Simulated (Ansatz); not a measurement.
ZnO (wurtzite)

```
ZnO
1.0
    3.27960     0.00000     0.00000
   -1.63980     2.84021     0.00000
    0.00000     0.00000     5.29330
Zn O
2 2
Cartesian
  1.63980   0.94674   0.01140
  0.00000   1.89348   2.65805
  1.63980   0.94674   3.29798
  0.00000   1.89348   0.65133
```

Scan: atom 4 (O, nearest neighbour Zn at 1.999 Å; its periodic images, 3.3 Å or more away, move with it) is displaced along Cartesian [111], direction (0.577, 0.577, 0.577) in Cartesian axes, by s. The other atoms stay.

Method: PBE (plane waves to 420 eV, PAW, scalar-relativistic; Ansatz, a program for electronic structure). k mesh 9×9×5 (Γ-centred), Fermi-Dirac smearing 0.05 eV. Energies are smeared free energies. ZnO was relaxed with its symmetry unable to fall. ΔE is measured from the undisplaced structure.

| s (Å) | ΔE (meV/cell) |
|---|---|
| -0.200 | 206.4 |
| -0.160 | 125.5 |
| -0.120 | 67.2 |
| -0.080 | 28.5 |
| -0.040 | 6.8 |
| 0.000 | 0.0 |
| 0.040 | 6.3 |
| 0.080 | 24.2 |
| 0.120 | 52.6 |
| 0.160 | 90.3 |
| 0.200 | 136.6 |

**Question.** What force constant k = d²E/ds² at s = 0 does the table give?

**Answer.** 8.2 eV/Å². It is the second difference of the nearest points, corrected with the next pair.

**Question.** With k = 8.18 eV/Å² from the forces, is the well harmonic out to s = 0.200 Å?

**Answer.** ½ks² = 163.5 meV/cell against the computed 136.6 meV/cell, so the well is softer than harmonic there.

(For displaced atoms, the force is minus the slope of the energy, and its curvature is a force constant, which sets phonon frequencies.)
